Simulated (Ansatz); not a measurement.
Crystals of one structure type (cubic perovskite) and one family of elements, relaxed and computed with r²SCAN (plane waves, PAW; program Ansatz).

```json
[
 {"crystal": "SrTiO3", "V (Å³/atom)": "11.93", "B₀ by P(V) fit (GPa)": "189"},
 {"crystal": "BaTiO3", "V (Å³/atom)": "12.74", "B₀ by P(V) fit (GPa)": "181"},
 {"crystal": "BaHfO3", "V (Å³/atom)": "14.58", "B₀ by P(V) fit (GPa)": "?"},
 {"crystal": "BaZrO3", "V (Å³/atom)": "14.87", "B₀ by P(V) fit (GPa)": "163"}
]
```

### Question
Fit a straight line to ln B₀ against ln V and predict the withheld value.

### Answer
Least squares on the 3 shown rows: ln B₀ = -0.67 × ln V + (6.903), with a scatter of 0 %. For BaHfO3 this gives 165. The run itself gave 171, outside the scatter: the line misses something about this case.

Not the usual ambient phase: BaTiO3, cubic perovskite. All cells were relaxed under the symmetry of their starts (and spin orders); stability against distortions was not tested throughout. Rows with no word on spin ran without spin polarisation. Scalar-relativistic: spin–orbit coupling is off unless named, which matters more the heavier the elements.

Potentials: the later of the program's two PAW sets.
